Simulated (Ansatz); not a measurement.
Y5Tl3, one structure, two calculations

Cell: a computed structure from the Materials Project (it need not be an observed phase), taken as it stands.

```cif
data_Y5Tl3
_symmetry_space_group_name_H-M 'P6_3/mcm'
_symmetry_Int_Tables_number 193
_cell_length_a 8.9998
_cell_length_b 8.9998
_cell_length_c 6.6962
_cell_angle_alpha 90.000
_cell_angle_beta 90.000
_cell_angle_gamma 120.000
loop_
_atom_site_label
_atom_site_type_symbol
_atom_site_symmetry_multiplicity
_atom_site_Wyckoff_symbol
_atom_site_fract_x
_atom_site_fract_y
_atom_site_fract_z
Y1 Y 4 d 0.6667 0.3333 0.0000
Y5 Y 6 g 0.7616 0.7616 0.7500
Tl Tl 6 g 0.4015 0.4015 0.7500
```

One atom of each set is listed.

First run. Level of theory: DFT, PBE, plane waves and PAW, scalar-relativistic, 420 eV cutoff, Γ-centred 4×4×5 k-points, Fermi–Dirac smearing 0.05 eV (Ansatz 0.2.0).

```json
{"site": "Y1", "V_zz (10²¹ V/m²)": "-2.89", "η": "0.00"}
{"site": "Y5", "V_zz (10²¹ V/m²)": "-5.57", "η": "0.23"}
{"site": "Tl", "V_zz (10²¹ V/m²)": "34.1", "η": "0.16"}
```

Second run. The same atoms and settings, except that the cutoff is 550 eV and the mesh is 5×5×5.

Task: Given the first result, estimate the second.

Result: 

| site | V_zz | η | change of V_zz |
| --- | --- | --- | --- |
| Y1 | -2.88 | 0.00 | +0.01 |
| Y5 | -5.59 | 0.24 | -0.02 |
| Tl | 34.5 | 0.16 | +0.38 |

The largest change of V_zz is on Tl, from 34.1 to 34.5. In per cent, |V_zz| changes by 0 on Y, +1 on Tl (all sites that start above 2).

Spin–orbit coupling is left out, which shifts gradients on Tl by a few per cent in wide-gap crystals, and can shift them far more where the calculated gap is small or absent, as here.
